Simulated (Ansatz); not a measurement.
Ta2InC:
```yaml
crystal:
  lattice:
    - [3.15175, 0.00000, 0.00000]
    - [-1.57587, 2.72949, 0.00000]
    - [0.00000, 0.00000, 14.43742]
  atoms:
    - { symbol: Ta, position: [0.66667, 0.33333, 0.58312] }
    - { symbol: Ta, position: [0.33333, 0.66667, 0.41688] }
    - { symbol: Ta, position: [0.33333, 0.66667, 0.08312] }
    - { symbol: Ta, position: [0.66667, 0.33333, 0.91688] }
    - { symbol: In, position: [0.66667, 0.33333, 0.25000] }
    - { symbol: In, position: [0.33333, 0.66667, 0.75000] }
    - { symbol: C, position: [0.00000, 0.00000, 0.50000] }
    - { symbol: C, position: [0.00000, 0.00000, 0.00000] }
```

Relaxed with r²SCAN. Special points in fractions of this cell's reciprocal vectors: Γ (0.000, 0.000, 0.000); M (0.500, 0.000, 0.000); K (0.333, 0.333, 0.000); A (0.000, 0.000, 0.500); L (0.500, 0.000, 0.500); H (0.333, 0.333, 0.500).

**Question.** List the band energies nearest the Fermi level at these points for plane-wave PAW r²SCAN with spin–orbit coupling (Ansatz code).

**Answer.** In eV from the Fermi level; about four levels below and three above (degenerate sets whole), none deeper than 8.9 eV; points with the same levels are listed once.

| k | below | above |
|---|---|---|
| Γ | -0.24 -0.24 -0.24 -0.24 | 1.26 1.26 1.39 1.39 |
| M | -2.26 -2.26 -2.23 -2.23 | 0.96 0.96 1.84 1.84 |
| K | -1.59 -1.59 -0.07 -0.07 | 0.54 0.54 0.74 0.74 |
| A | -0.24 -0.24 -0.24 -0.24 | 1.32 1.32 1.32 1.32 |
| L | -2.25 -2.25 -2.25 -2.25 | 1.43 1.43 1.43 1.43 |
| H | -0.92 -0.92 -0.77 -0.77 | 0.45 0.45 0.66 0.66 |

Space group P6_3/mmc. The first step of the workflow began from a Materials Project structure, measured or hypothetical; the Crystallography Open Database copy checked does not list it. Whether it is the stable phase at ambient conditions was not checked. The r²SCAN relaxation kept the symmetry of its start; whether a distortion lowers the energy is not shown. No spin polarisation was allowed.

Potentials: the later of the program's two PAW sets.
